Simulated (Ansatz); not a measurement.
A geometry of PtSe2 away from equilibrium: step 5 of the relaxation of a relaxed PtSe2 cell with one Se and one Pt atom exchanged in a cell of 3 atoms. Method: PBE (plane waves to 420 eV, PAW, scalar-relativistic; Ansatz, a first-principles code). Γ-centred k-mesh 7×7×4 on the run's cell (coarser than for final values), Fermi–Dirac smearing 0.05 eV. The plane waves were selected for a different cell earlier on the path.

```
CELL_PARAMETERS angstrom
      3.50065     0.00000     0.00000
     -1.75032     3.03165     0.00000
      0.00000     0.00000     5.99065
ATOMIC_POSITIONS crystal
  Se 0.00000 0.00000 0.02236
  Pt 0.33333 0.66667 0.27337
  Se 0.66667 0.33333 0.70427
```

Task: Give the Cartesian forces on all atoms (eV/Å).

Result: 
```
atom    Fx    Fy     Fz
----  ----  ----  -----
Se1   0.00  0.00   0.15
Pt2   0.00  0.00   0.76
Se3   0.00  0.00  -0.91
```

The path ends in P-3m1 (No. 164) (CdI2 type). No spin polarisation in the result. Without a van der Waals term the distances between weakly bound units are poorly fixed.

The run could not lose the symmetry of its start.
